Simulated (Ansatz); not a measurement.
In plane-wave PAW PBEsol (Ansatz code), Nb in the diamond structure (Fd-3m) relaxes to a = 5.803 Å. Nb has 4 nearest neighbours from 2.51 Å (tetrahedral).

Electronic character: metallic (no gap). Gap from PBEsol with spin–orbit coupling: none (metallic).

The bulk modulus is 77.0 GPa.

The start of the workflow was typed in or built on a structure type; neither database checked (COD, Materials Project) lists it. It is not the phase usual at ambient conditions (space group No. 229). The PBEsol relaxation kept the symmetry of its start. At this level the phase is dynamically unstable (imaginary phonons). No spin polarisation was allowed. On the denser mesh and wider smearing of the elastic run this cell carries a stress of 0.4 GPa. Scalar-relativistic: spin–orbit coupling is off unless named, which matters more the heavier the elements.

Potentials: the later of the program's two PAW sets.
